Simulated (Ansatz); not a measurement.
### Question
Each is relaxed and computed with the program Ansatz at the PBE level (PAW). Which is the only metal?
(A) SiO2, Pbca (Si on 8c, O on 8c, O on 8c)
(B) NbSi, P-6m2 (Nb on 1a, Si on 1f)
(C) SiGe, Pmma (Si on 2e, Si on 2f, Ge on 2e, Ge on 2f)
(D) SiSe2, anatase

### Answer
B, NbSi, P-6m2 (Nb on 1a, Si on 1f). NbSi: metal; SiSe2: gap 0.31 eV (indirect); SiGe: gap 0.37 eV (indirect); SiO2: gap 5.41 eV. Constructed cells (a structure type filled with these elements, in neither database checked): NbSi, P-6m2 (Nb on 1a, Si on 1f); SiSe2, anatase; SiO2, Pbca (Si on 8c, O on 8c, O on 8c). Typed or built starts, not in the databases checked: SiGe, Pmma (Si on 2e, Si on 2f, Ge on 2e, Ge on 2f). Not the usual ambient phase: SiO2, Pbca (Si on 8c, O on 8c, O on 8c). All cells were relaxed under the symmetry of their starts (and spin orders); stability against distortions was not tested throughout. Rows with no word on spin ran without spin polarisation. Spin–orbit coupling is left out wherever it is not named.

Potentials: the later of the program's two PAW sets.
